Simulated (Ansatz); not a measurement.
This cell of Bi2Se3 (Bi2Te3 type, space group R-3m) is off equilibrium:

```yaml
crystal:
  lattice:
    - [1.97972, 1.14299, 9.05867]
    - [-1.97972, 1.14299, 9.05867]
    - [0.00000, -2.28598, 9.05867]
  atoms:
    - { symbol: Bi, position: [0.40278, 0.40278, 0.40278] }
    - { symbol: Bi, position: [0.59722, 0.59722, 0.59722] }
    - { symbol: Se, position: [0.00000, 0.00000, 0.00000] }
    - { symbol: Se, position: [0.20457, 0.20457, 0.20457] }
    - { symbol: Se, position: [0.79543, 0.79543, 0.79543] }
```

Level of theory: PBE-D3(BJ) (plane waves to 420 eV, PAW, scalar-relativistic; Ansatz, a program for electronic structure). k mesh 9×9×9 (Γ-centred), Fermi-Dirac smearing 0.05 eV. E stands for the smeared free energy. Compression counts positive. Bi2Se3 was relaxed with its symmetry unable to fall. Spin-orbit coupling is left out, though Bi is heavy. The PAW data are Ansatz's earlier set.

Task: What is the stress tensor (GPa)?

Result: 
```
    8.8      0.0      0.0
    0.0      8.8      0.0
    0.0      0.0      8.1
```
The pressure, a third of the trace, is 8.5 GPa.

Task: It is the relaxed cell scaled evenly to V/V₀ = 0.872, atoms relaxed where free. What is its energy relative to the relaxed cell?

Result: 82.0 meV/atom.

(Under strain, the slope of the energy per volume gives the stress and its curvature an elastic modulus.)
